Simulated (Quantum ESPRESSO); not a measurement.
## AlMo2Mg2Re2In (input and log of a self-consistent run)

A calculation, not a measurement. The program is pw.x of Quantum ESPRESSO 7.5 (plane-wave density functional theory). The cell is made up: eight metal atoms on a face-centred cubic lattice, with elements, volume, strain and displacements drawn at random and not relaxed, so it may be unstable or far from any real phase. PseudoDojo standard norm-conserving files set the functional (PBE unless stated); there is no spin polarisation or spin-orbit coupling, the Fermi-Dirac width of 0.25 eV means electrons at about 2900 K, and the masses in the input are unused placeholders. Heavy elements are run without spin-orbit coupling, which real alloys of them have. A spin test at this wide smearing found no moment, but such smearing suppresses magnetism that the real alloy may have.

Input:

```
&control calculation='scf', pseudo_dir='./dojo.nc.sr.pbe.v0_5.standard.upf', outdir='./o', disk_io='minimal', tprnfor=.true., tstress=.true. /
&system ibrav=0, nat=8, ntyp=5, nbnd=60, ecutwfc=84.00895049, nosym=.true., tot_charge=0,
 occupations='smearing', smearing='fd', degauss=0.0183746611
/
&electrons conv_thr=1.470e-08, electron_maxstep=70, mixing_beta=0.5 /
ATOMIC_SPECIES
Al 1.0 Al.upf
In 1.0 In.upf
Mg 1.0 Mg.upf
Mo 1.0 Mo.upf
Re 1.0 Re.upf
CELL_PARAMETERS angstrom
0.0 -2.0856 -2.0856
-6.2567 -2.0856 0.0
-2.0856 4.1712 -6.2567
ATOMIC_POSITIONS angstrom
Al -0.0326 -0.1144 -0.094
Mo -1.9888 2.0527 -4.1802
Mg -2.0268 0.084 -1.963
Re -4.1073 2.168 -6.3021
Re -4.1223 0.0182 -4.1345
Mo -4.095 -2.1381 -2.0199
In -6.1839 0.0024 -6.2991
Mg -6.2679 -2.0555 -4.2524
K_POINTS automatic
8 4 3 1 1 1
```

The log is shortened where brackets say so; the opening notice, blank lines, dates and the lines on written files are dropped, and the path of the files is cut. It prints rydbergs, bohrs and kilobars, and counts compression as positive stress. Its total energy is the free energy E - TS of the whole cell.

```
     Program PWSCF v.7.5
     Parallel version (MPI & OpenMP), running on       4 processor cores
     Number of MPI processes:                 4
     Threads/MPI process:                     1
     [start-up lines left out]
     bravais-lattice index     =            0
     lattice parameter (alat)  =       5.5737  a.u.
     unit-cell volume          =     979.4882 (a.u.)^3
     number of atoms/cell      =            8
     number of atomic types    =            5
     number of electrons       =        94.00
     number of Kohn-Sham states=           60
     kinetic-energy cutoff     =      84.0090  Ry
     charge density cutoff     =     336.0358  Ry
     scf convergence threshold =      1.5E-08
     mixing beta               =       0.5000
     number of iterations used =            8  plain     mixing
     Exchange-correlation= PBE
                           (   1   4   3   4   0   0   0)
     [axes and pseudopotential details left out]
   Cartesian axes
     site n.     atom                  positions (alat units)
         1        Al     tau(   1) = (  -0.0110528  -0.0387864  -0.0318700  )
         2        Mo     tau(   2) = (  -0.6742875   0.6959523  -1.4172649  )
         3        Mg     tau(   3) = (  -0.6871711   0.0284796  -0.6655402  )
         4        Re     tau(   4) = (  -1.3925488   0.7350439  -2.1366790  )
         5        Re     tau(   5) = (  -1.3976344   0.0061706  -1.4017707  )
         6        Mo     tau(   6) = (  -1.3883785  -0.7249065  -0.6848317  )
         7        In     tau(   7) = (  -2.0966042   0.0008137  -2.1356618  )
         8        Mg     tau(   8) = (  -2.1250837  -0.6969016  -1.4417438  )
     number of k points=    48  Fermi-Dirac smearing, width (Ry)=  0.0184
                       cart. coord. in units 2pi/alat
        k(    1) = (  -0.0534023  -0.0165723  -0.0718160), wk =   0.0416667
        k(    2) = (   0.0055247  -0.1933504   0.1049621), wk =   0.0416667
     [further k points left out]
     Dense  grid:   101913 G-vectors     FFT dimensions: (  36,  75,  90)
     Estimated max dynamical RAM per process >     317.72 MB
     Estimated total dynamical RAM >       1.17 GB
     Initial potential from superposition of free atoms
     starting charge      93.9886, renormalised to      94.0000
     Starting wfcs are   63 randomized atomic wfcs
     total cpu time spent up to now is        5.5 secs
     per-process dynamical memory:   233.9 Mb
     Self-consistent Calculation
     iteration #  1     ecut=    84.01 Ry     beta= 0.50
     Davidson diagonalization with overlap
     ethr =  1.00E-02,  avg # of iterations =  5.1
     total cpu time spent up to now is       19.6 secs
     total energy              =   -1002.09617083 Ry
     estimated scf accuracy    <       1.88517267 Ry
     iteration #  2     ecut=    84.01 Ry     beta= 0.50
     Davidson diagonalization with overlap
     ethr =  2.01E-03,  avg # of iterations =  3.7
     total cpu time spent up to now is       34.5 secs
     total energy              =   -1000.98231474 Ry
     estimated scf accuracy    <      34.84033068 Ry
     iteration #  3     ecut=    84.01 Ry     beta= 0.50
     Davidson diagonalization with overlap
     ethr =  2.01E-03,  avg # of iterations =  3.2
     total cpu time spent up to now is       47.6 secs
     total energy              =   -1003.10893023 Ry
     estimated scf accuracy    <       0.36372856 Ry
     iteration #  4     ecut=    84.01 Ry     beta= 0.50
     Davidson diagonalization with overlap
     ethr =  3.87E-04,  avg # of iterations =  3.4
     total cpu time spent up to now is       60.5 secs
     total energy              =   -1003.11525602 Ry
     estimated scf accuracy    <       0.85862559 Ry
     iteration #  5     ecut=    84.01 Ry     beta= 0.50
     Davidson diagonalization with overlap
     ethr =  3.87E-04,  avg # of iterations =  1.7
     total cpu time spent up to now is       70.9 secs
     total energy              =   -1003.14290105 Ry
     estimated scf accuracy    <       0.22506309 Ry
     [iterations 6 to 11 left out]
     iteration # 12     ecut=    84.01 Ry     beta= 0.50
     Davidson diagonalization with overlap
     ethr =  5.14E-09,  avg # of iterations =  2.3
     total cpu time spent up to now is      151.1 secs
     total energy              =   -1003.17317062 Ry
     estimated scf accuracy    <       0.00000181 Ry
     iteration # 13     ecut=    84.01 Ry     beta= 0.50
     Davidson diagonalization with overlap
     ethr =  1.93E-09,  avg # of iterations =  2.0
     total cpu time spent up to now is      161.7 secs
     total energy              =   -1003.17317081 Ry
     estimated scf accuracy    <       0.00000036 Ry
     iteration # 14     ecut=    84.01 Ry     beta= 0.50
     Davidson diagonalization with overlap
     ethr =  3.85E-10,  avg # of iterations =  2.7
     total cpu time spent up to now is      173.0 secs
     total energy              =   -1003.17317082 Ry
     estimated scf accuracy    <       0.00000067 Ry
     iteration # 15     ecut=    84.01 Ry     beta= 0.50
     Davidson diagonalization with overlap
     ethr =  3.85E-10,  avg # of iterations =  1.0
     total cpu time spent up to now is      182.6 secs
     total energy              =   -1003.17317086 Ry
     estimated scf accuracy    <       0.00000005 Ry
     iteration # 16     ecut=    84.01 Ry     beta= 0.50
     Davidson diagonalization with overlap
     ethr =  5.05E-11,  avg # of iterations =  2.8
     total cpu time spent up to now is      194.6 secs
     End of self-consistent calculation
     [lines on levels left out]
!    total energy              =   -1003.17317086 Ry
     estimated scf accuracy    <       0.00000001 Ry
     smearing contrib. (-TS)   =      -0.11762367 Ry
     internal energy E=F+TS    =   -1003.05554718 Ry
     The total energy is F=E-TS. E is the sum of the following terms:
     one-electron contribution =    -390.98870149 Ry
     hartree contribution      =     230.20647021 Ry
     xc contribution           =    -184.00220152 Ry
     ewald contribution        =    -658.27111439 Ry
     convergence has been achieved in  16 iterations
     Forces acting on atoms (cartesian axes, Ry/au):
     atom    1 type  1   force =     0.01374453   -0.00943332    0.02964098
     atom    2 type  4   force =    -0.09817423    0.00667522   -0.01065410
     atom    3 type  3   force =    -0.03767599   -0.00254433   -0.02300406
     atom    4 type  5   force =     0.01322087   -0.01174643    0.00521576
     atom    5 type  5   force =     0.04459307    0.01150120   -0.01115756
     atom    6 type  4   force =     0.00435351    0.01672469   -0.01532062
     atom    7 type  2   force =     0.01645575   -0.00966366    0.01208648
     atom    8 type  3   force =     0.04348247   -0.00151337    0.01319311
     Total force =     0.136396     Total SCF correction =     0.000233
     Computing stress (Cartesian axis) and pressure
          total   stress  (Ry/bohr**3)                   (kbar)     P=      -99.79
  -0.00062168  -0.00007068   0.00005930          -91.45      -10.40        8.72
  -0.00007068  -0.00071966  -0.00004386          -10.40     -105.87       -6.45
   0.00005930  -0.00004386  -0.00069383            8.72       -6.45     -102.07
     init_run     :      5.15s CPU      5.39s WALL (       1 calls)
     electrons    :    188.48s CPU    189.07s WALL (       1 calls)
     forces       :      1.92s CPU      1.92s WALL (       1 calls)
     stress       :      7.15s CPU      7.15s WALL (       1 calls)
     [timing details left out]
     PWSCF        :   3m22.87s CPU   3m23.73s WALL
     JOB DONE.
```

In other units: free energy -13648.866 eV for the cell, pressure -9.98 GPa, largest force component 2.524 eV/Å in size. The run took 206 s of wall time with four MPI processes on a shared machine (Intel Xeon, 2023 or later, virtual cores), so the time is rough. A rerun of this cell at a higher cutoff and on a denser mesh moved values by no more than 0.005 eV in energy, 0.03 GPa in stress and 0.008 eV/Å in force, and a second program with other atomic files agreed on that cell to 2 % rms in force and 0.5 GPa in pressure.